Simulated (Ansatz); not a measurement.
This run works on a generated trial structure, not on a known crystal.

Input and command of a plane-wave DFT calculation in Ansatz:

```yaml
crystal:
  lattice:
    - [0.0, 4.88990593, 4.88990593]
    - [4.88990593, 0.0, 4.88990593]
    - [4.88990593, 4.88990593, 0.0]
  atoms:
    - { symbol: Hf, position: [0.25, 0.25, 0.25] }
    - { symbol: Hf, position: [0.0, 0.0, 0.0] }
    - { symbol: Ti, position: [0.5, 0.5, 0.5] }
    - { symbol: Te, position: [0.39032806, 0.39032806, 0.39032806] }
    - { symbol: Te, position: [0.39032806, 0.39032806, 0.82901583] }
    - { symbol: Te, position: [0.39032806, 0.82901583, 0.39032806] }
    - { symbol: Te, position: [0.82901583, 0.39032806, 0.39032806] }
    - { symbol: Te, position: [0.75, 0.75, 0.75] }
basis:
  ecutwfc: 420
kpoints:
  mp_grid: { grid: [3, 3, 3] }
hamiltonian:
  xc: pbe
scf:
  occupations: { method: gaussian, width: 0.2 }
  lower_state_search: "off"
output:
  forces: true
  stress: true
  eigenvalues: true
relax:
  adjacent_minimum: "off"
  f_tol: 0.08
  max_steps: 16
  cell: { stress_tol: 0.8 }
```

```bash
ansatz run input.yaml --threads 1 --pin off --max-ram 2560MiB --backend cpu --events-out ev --progress --plain --runs-dir out
```

Processor: Arm Neoverse V2, 1 thread, on a host shared with other jobs.

**Question.** Estimate time, memory and problem size.

**Answer.** About 3.1 min, peak memory 0.73 GiB. It solves 87 bands at 4 k points (after reduction by symmetry) with about 8393 plane waves (on the last cell), in 122 SCF iterations over 11 ionic steps.
